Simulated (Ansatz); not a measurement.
# HfSn3Se8 (P-3m1) at 2 levels of theory

One geometry, relaxed with PBE; plane waves with PAW potentials in Ansatz, scalar-relativistic. No spin polarisation. Gaps are the least over mesh and band path; pressure is positive in compression.

```
Hf Sn Se
1.0
     7.71333    0.00000    0.00000
    -3.85666    6.67994    0.00000
     0.00000    0.00000    6.98727
Hf Sn Se
1 3 8
Direct
  0.00000 0.00000 0.00000
  0.50000 0.50000 0.00000
  0.50000 0.00000 0.00000
  0.00000 0.50000 0.00000
  0.83607 0.67213 0.77103
  0.83607 0.16393 0.77103
  0.33333 0.66667 0.77364
  0.32787 0.16393 0.77103
  0.67213 0.83607 0.22897
  0.66667 0.33333 0.22636
  0.16393 0.83607 0.22897
  0.16393 0.32787 0.22897
```

| level | cutoff (eV) | k mesh | gap (eV) | pressure (GPa) |
| --- | --- | --- | --- | --- |
| PBE | 420 | 6×6×6 | 0.27 | 0.0 |

**Question.** What comes out on the same cell with r2SCAN?

**Answer.**
```
 level  cutoff (eV)  k mesh  gap (eV)  pressure (GPa)
r2SCAN          500   6×6×6      0.53            -1.7
```

Spin-orbit coupling matters for the bands of heavy elements and is left out. The cell holds layers, chains or molecules and no dispersion correction was added, so their binding is poorly described.

It was reached by relaxing an invented guess, and it needn't be the stable form of this composition.
